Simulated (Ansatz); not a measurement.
HfN (rock salt)

```
CELL_PARAMETERS angstrom
      0.00000     2.27401     2.27401
      2.27401     0.00000     2.27401
      2.27401     2.27401     0.00000
ATOMIC_POSITIONS crystal
  N  0.00000 0.00000 0.00000
  Hf 0.50000 0.50000 0.50000
```

The volume is varied about the relaxed value V₀ at fixed cell shape. Symmetry pins the atoms to their sites.

Computed with PBE (plane waves to 420 eV, PAW, scalar-relativistic; Ansatz, a program for electronic structure). k mesh 18×18×18 (Γ-centred), Fermi-Dirac smearing 0.05 eV. The energy includes the smearing's −TS. Stress and pressure are positive under compression. HfN is run without spin polarisation. HfN was relaxed with its symmetry unable to fall. Spin-orbit coupling is left out, though Hf is heavy. The PAW data are Ansatz's earlier set. The zero of ΔE is the relaxed starting cell.

```json
[
 {"V/V₀": "0.900", "ΔE (meV/atom)": "116", "P (GPa)": "34.7"},
 {"V/V₀": "0.920", "ΔE (meV/atom)": "72", "P (GPa)": "26.2"},
 {"V/V₀": "0.940", "ΔE (meV/atom)": "[?]", "P (GPa)": "18.6"},
 {"V/V₀": "0.960", "ΔE (meV/atom)": "17", "P (GPa)": "11.7"},
 {"V/V₀": "0.980", "ΔE (meV/atom)": "4", "P (GPa)": "5.5"},
 {"V/V₀": "1.000", "ΔE (meV/atom)": "0", "P (GPa)": "0.0"},
 {"V/V₀": "1.020", "ΔE (meV/atom)": "4", "P (GPa)": "-5.0"},
 {"V/V₀": "1.040", "ΔE (meV/atom)": "[?]", "P (GPa)": "-9.5"},
 {"V/V₀": "1.060", "ΔE (meV/atom)": "31", "P (GPa)": "-13.5"},
 {"V/V₀": "1.080", "ΔE (meV/atom)": "54", "P (GPa)": "-17.2"},
 {"V/V₀": "1.100", "ΔE (meV/atom)": "82", "P (GPa)": "-20.4"}
]
```

Question: Fill in the missing entries.

Answer: 
- 0.940, ΔE (meV/atom): 39
- 1.040, ΔE (meV/atom): 14

(Under strain, the slope of the energy per volume gives the stress and its curvature an elastic modulus.)
